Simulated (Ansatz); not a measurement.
Relaxed candidate structures of CuF2:

A. P6₃/mmc (No. 194), hP6; a = b = 3.165 Å, c = 9.607 Å, α = β = 90.00°, γ = 120.00°; F 4f (0.667, 0.333, 0.097); Cu 2a (0.000, 0.000, 0.000); ferromagnetic

B. R-3m, hexagonal axes (No. 166), hR3; a = b = 3.1885 Å, c = 12.3377 Å, α = β = 90.00°, γ = 120.00°; F 6c (0.000, 0.000, 0.241); Cu 3b (0.000, 0.000, 0.500); ferromagnetic

### Question
Put the candidates in order of energy per atom, lowest first, for PBE-D3(BJ) (plane waves to 420 eV, PAW, scalar-relativistic; Ansatz, a first-principles code).

### Answer
B (reference), A (+0.02 eV/atom)

Each run could gain symmetry but not lose that of its start, so entries can be saddle points. All of these are generated cells (placed on structure types, drawn at random, substituted or restacked) that were not matched to a known phase here. Each structure is listed in the lowest spin state found for it. The real structure of this composition may not be among these. Energies are at zero temperature and pressure, without zero-point motion. The runs use different k-meshes, so differences are rounded accordingly. Spin states reached: ferromagnetic; spin orders were not searched systematically. No Hubbard U is applied. A magnetic insulating state can be missed without it.
